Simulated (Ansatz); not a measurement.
C:
```yaml
crystal:
  lattice:
    - [4.80855, 0.00000, 0.00000]
    - [0.00000, 4.80855, 0.00000]
    - [0.00000, 0.00000, 4.80855]
  atoms:
    - { symbol: C, position: [0.00000, 0.00000, 0.00000] }
    - { symbol: C, position: [0.50000, 0.50000, 0.50000] }
    - { symbol: C, position: [0.17798, 0.17798, 0.17798] }
    - { symbol: C, position: [0.32202, 0.32202, 0.32202] }
    - { symbol: C, position: [0.17798, 0.82202, 0.82202] }
    - { symbol: C, position: [0.32202, 0.67798, 0.67798] }
    - { symbol: C, position: [0.82202, 0.17798, 0.82202] }
    - { symbol: C, position: [0.67798, 0.32202, 0.67798] }
    - { symbol: C, position: [0.82202, 0.82202, 0.17798] }
    - { symbol: C, position: [0.67798, 0.67798, 0.32202] }
```

Relaxed with r²SCAN. Independent-particle spectrum: no excitons, no local fields, no scissors shift; 0.1 eV broadening; ε₁ of the summed bands alone.

### Question
Tabulate the dielectric function from the program Ansatz at the r²SCAN level (PAW).

### Answer


| E (eV) | ε₁ xx | ε₂ xx |
|---|---|---|
| 0.0 | 4.30 | 0.00 |
| 0.3 | 4.31 | 0.00 |
| 0.6 | 4.33 | 0.00 |
| 0.9 | 4.36 | 0.00 |
| 1.2 | 4.40 | 0.00 |
| 1.5 | 4.46 | 0.00 |
| 1.8 | 4.54 | 0.00 |
| 2.1 | 4.63 | 0.00 |
| 2.4 | 4.76 | 0.00 |
| 2.7 | 4.91 | 0.00 |
| 3.0 | 5.10 | 0.00 |
| 3.3 | 5.35 | 0.00 |
| 3.6 | 5.67 | 0.00 |
| 3.9 | 6.11 | 0.00 |
| 4.2 | 6.75 | 0.00 |
| 4.5 | 7.78 | 0.00 |
| 4.8 | 9.97 | 0.02 |
| 5.1 | 15.19 | 4.20 |
| 5.4 | 9.35 | 16.13 |
| 5.7 | -2.59 | 10.98 |
| 6.0 | -0.28 | 5.11 |
| 6.3 | 1.09 | 4.32 |
| 6.6 | 1.86 | 4.28 |
| 6.9 | 1.68 | 4.69 |
| 7.2 | 1.06 | 5.42 |
| 7.5 | -0.03 | 4.37 |
| 7.8 | 0.41 | 3.40 |
| 8.1 | -0.21 | 3.50 |
| 8.4 | -0.45 | 3.09 |
| 8.7 | -0.45 | 2.03 |
| 9.0 | 0.38 | 1.63 |
| 9.3 | 0.62 | 1.66 |
| 9.6 | 0.60 | 1.57 |
| 9.9 | 0.66 | 1.49 |
| 10.2 | 1.02 | 0.80 |
| 10.5 | 1.65 | 0.76 |
| 10.8 | 2.36 | 1.16 |
| 11.1 | 2.40 | 1.95 |
| 11.4 | 2.27 | 2.27 |
| 11.7 | 2.16 | 2.71 |
| 12.0 | 1.14 | 2.72 |

### Question
From ε at 6.4 eV (xx: 1.38 + 4.24i), find n, k, the normal reflectivity and the absorption coefficient.

### Answer
n = 1.71, k = 1.241, R = 23 %, α = 2kE/ħc = 800000 cm⁻¹.

With all bands, ε∞ without local fields is 4.43.

Space group Pn-3m. The start of the workflow was typed in or built on a structure type; neither database checked (COD, Materials Project) lists it. It is not the phase usual at ambient conditions (space group No. 194, 227). Symmetry was held in the r²SCAN relaxation; its stability against distortions is not shown here.

Potentials: the earlier of the program's two PAW sets.
